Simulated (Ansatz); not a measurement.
AlV:
```
CELL_PARAMETERS angstrom
      1.78126    -1.95016     0.00000
      1.78126     1.95016     0.00000
      0.00000     0.00000     4.03760
ATOMIC_POSITIONS crystal
  Al 0.00000 0.00000 0.00000
  V  0.50000 0.50000 0.50000
```

Relaxed with r²SCAN. Special points in fractions of this cell's reciprocal vectors: Γ (0.000, 0.000, 0.000); Y (-0.500, 0.500, 0.000); C0 (-0.459, 0.541, 0.000); Σ0 (0.459, 0.459, 0.000); Z (0.000, 0.000, 0.500); A0 (0.459, 0.459, 0.500); E0 (-0.459, 0.541, 0.500); T (-0.500, 0.500, 0.500); S (0.000, 0.500, 0.000); R (0.000, 0.500, 0.500).

### Question
List the band energies nearest the Fermi level at these points for DFT-r²SCAN in the program Ansatz with PAW potentials.

### Answer
In eV from the Fermi level; about four levels below and three above (degenerate sets whole), none deeper than 8.9 eV; points with the same levels are listed once.

| k | below | above |
|---|---|---|
| Γ | -2.90 -1.85 -1.40 | 1.43 1.79 2.86 |
| Y | -1.30 -1.23 -1.06 -0.83 | 0.57 3.50 5.67 |
| C0 | -1.46 -1.27 -1.18 -0.90 | 0.75 3.41 5.67 |
| Z | -6.54 -1.74 -0.49 | 1.23 1.60 2.88 |
| A0 | -3.19 -3.18 -2.52 | 1.30 1.80 2.73 |
| T | -3.25 -3.23 -2.28 | 1.33 1.87 3.50 |
| S | -5.52 -4.91 -2.65 -1.27 | 1.47 1.94 3.75 |
| R | -5.48 -3.87 -2.12 -1.57 | 0.40 1.49 1.79 |

Space group Cmmm. The workflow started from a Materials Project entry (that database holds measured and hypothetical structures alike); the Crystallography Open Database copy checked does not list it. With Al and V taken as one species the cell has the higher symmetry I4/mmm, so it may be an ordered model of a mixed-site phase. Whether it is the stable phase at ambient conditions was not checked. Symmetry was held in the r²SCAN relaxation; its stability against distortions is not shown here. No spin polarisation was allowed.

Potentials: the later of the program's two PAW sets.
